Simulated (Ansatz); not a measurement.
**Pressure against volume: Pt3Pb**

Space group Pm-3m (No. 221). a = 4.058 Å, b = 4.058 Å, c = 4.058 Å, α = 90.00°, β = 90.00°, γ = 90.00°
```csv
atom,site,symmetry,x,y,z
Pt,3c,4/mm.m,0.0000,0.5000,0.5000
Pb,1a,m-3m,0.0000,0.0000,0.0000
```

The runs use the primitive cell with vectors (4.058, 0.000, 0.000), (0.000, 4.058, 0.000), (0.000, 0.000, 4.058) Å, to which the k mesh refers.

It takes space group Pm-3m (No. 221, cubic). The conventional cell has a = 4.058 Å, b = 4.058 Å, c = 4.058 Å, α = 90.00°, β = 90.00°, γ = 90.00°. Pt (site symmetry 4/mmm) is surrounded by 8 Pt at 2.87 Å and 4 Pb at 2.87 Å. Around Pb (site symmetry m-3m) lie 12 Pt at 2.87 Å.

The cell comes from COD entry 1523554, which wasn't checked; take it as a given geometry.

No spin–orbit coupling, which matters for the heavy atoms here.

All numbers are computed: DFT, LDA, all-electron LAPW, scalar-relativistic (Ansatz 0.2.0); DFT, LDA, PAW with Ansatz's default frozen-core files, scalar-relativistic (Ansatz 0.2.0).

For LAPW: a Γ-centred 9×9×9 k mesh, Fermi–Dirac smearing of 0.03 eV, basis error target 1 meV/atom, no spin polarisation. PAW takes a cutoff of 420 eV at this cell (files made with PBE, cores remade for this functional). The Ansatz runs share mesh, smearing and spin set-up. Plane-wave (PAW) pressures include the program's estimate of the Pulay term.

The cell above is scaled evenly, with fractional coordinates and shape held.

```tsv
V/V(cell)	V (Å³/atom)	P, LAPW (GPa)	P, PAW (GPa)	free energy over the lowest listed, PAW (meV/atom)
0.9400	15.704	12.15	12.14	27.8
0.9600	16.038	6.48	6.46	8.5
0.9800	16.372	?	?	?
0.9900	16.539	-0.75	-0.77	0.0
1.0000	16.706	-2.86	-2.88	1.9
1.0100	16.873	-4.84	-4.85	5.9
1.0200	17.040	-6.69	-6.70	12.0
1.0400	17.374	-10.03	-10.04	29.5
1.0600	17.709	-12.94	-12.95	53.6
```

Problem. Fill in the row V/V(cell) = 0.9800.

Solution. P, LAPW (GPa) = 1.50, P, PAW (GPa) = 1.49, free energy over the lowest listed, PAW (meV/atom) = 0.4.

Problem. What do Birch–Murnaghan fits to the pressures give?

Solution. LAPW: V0 = 16.48 Å³/atom, B0 = 220 GPa, B0′ = 5.5; PAW: V0 = 16.48 Å³/atom, B0 = 220 GPa, B0′ = 5.5.

PAW's V0 lies -0.01 % from the all-electron value and its B0 0.0 %. Symmetry fixes shape and coordinates here, so this is the relaxed modulus.
